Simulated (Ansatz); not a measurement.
All numbers below come from DFT PBE, scalar-relativistic, plane waves, PAW in Ansatz. Settings: cutoff 420 eV, Γ-centred meshes spaced at most about 0.3 Å⁻¹, and about 0.25 Å⁻¹ or finer for metals (2π included), Gaussian smearing. No spin polarisation in the final relaxations.

All energies are static (0 K, no zero-point motion). All come from trial cells, and lower structures may exist.

Question: Order these relaxed structures of Mg3Te2 by energy, lowest first, with the energy over the lowest of them.
A.

```
Mg Te
1.0
     4.85550    0.00000    0.00000
     0.00000    4.85550    0.00000
     0.00000    0.00000    6.92909
Mg Te
3 2
Direct
  0.50000 0.00000 0.99357
  0.00000 0.50000 0.99357
  0.00000 0.00000 0.31842
  0.00000 0.00000 0.74711
  0.50000 0.50000 0.21733
```

B.

```
Mg Te
1.0
     4.33122    0.00000    0.00000
     0.00000    4.33122    0.00000
     0.00000    0.00000    7.53415
Mg Te
3 2
Cartesian
  0.0000 2.1656 2.5117
  2.1656 0.0000 5.0225
  2.1656 2.1656 0.0000
  2.1656 0.0000 2.0473
  0.0000 2.1656 5.4868
```

C.

```
Mg Te
1.0
     4.41733    0.00000    0.00000
     0.00000    4.41733    0.00000
     0.00000    0.00000   11.33152
Mg Te
3 2
Direct
  0.50000 0.50000 0.24747
  0.50000 0.50000 0.75253
  0.50000 0.50000 0.50000
  0.50000 0.50000 0.00000
  0.00000 0.00000 0.00000
```

D.

```
Mg Te
1.0
     5.83264    0.00000    0.00000
    -2.91632    5.05121    0.00000
     0.00000    0.00000    6.12850
Mg Te
3 2
Direct
  0.50000 0.00000 0.50000
  0.00000 0.50000 0.50000
  0.50000 0.50000 0.50000
  0.00000 0.00000 0.24903
  0.00000 0.00000 0.75097
```

Answer: A (0 meV/atom), B (32 meV/atom), D (325 meV/atom), C (824 meV/atom). Forms: A P4mm; B P-4m2; D P6/mmm; C P4/mmm. Counting Te atoms around Mg (those within 1.25 times the shortest such distance or 1.15 times the sum of covalent radii, 1.27 where that leaves under three; a plus sign parts nearer from farther groups; the shortest distance is added where it exceeds 1.18 times the sum of covalent radii; a slash parts the counts of unlike sites): A has Mg 4/1+4; B has Mg 4/5; D has Mg 4 from 3.3 Å; C has Mg 1/2+8 from 5.7 Å.

Spin–orbit coupling, which can matter for Te, is left out. Cells relaxed within their symmetry can be saddle points. Some types were kept out of the candidates beforehand, so the set may lack a known form.
